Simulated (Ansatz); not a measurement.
Mo2N:
```yaml
crystal:
  lattice:
    - [1.43963, 0.83117, 4.99506]
    - [-1.43963, 0.83117, 4.99506]
    - [0.00000, -1.66234, 4.99506]
  atoms:
    - { symbol: Mo, position: [0.24285, 0.24285, 0.24285] }
    - { symbol: Mo, position: [0.75715, 0.75715, 0.75715] }
    - { symbol: N, position: [0.00000, 0.00000, 0.00000] }
```

Relaxed with r²SCAN.

**Question.** Give the Bader charges and basin volumes of the independent atoms, r²SCAN in the plane-wave PAW code Ansatz.

**Answer.** 

```csv
atom,Bader charge (e),Bader volume (Å³)
Mo1,+0.73,13.5
N3,-1.45,8.8
```

Space group R-3m. The first step of the workflow began from a Materials Project structure, measured or hypothetical; the Crystallography Open Database copy checked does not list it. COD files the formula under space group No. 141. Its standing as an ambient phase is unchecked. Symmetry was held in the r²SCAN relaxation; its stability against distortions is not shown here. The run is not spin-polarised.

Potentials: the later of the program's two PAW sets.
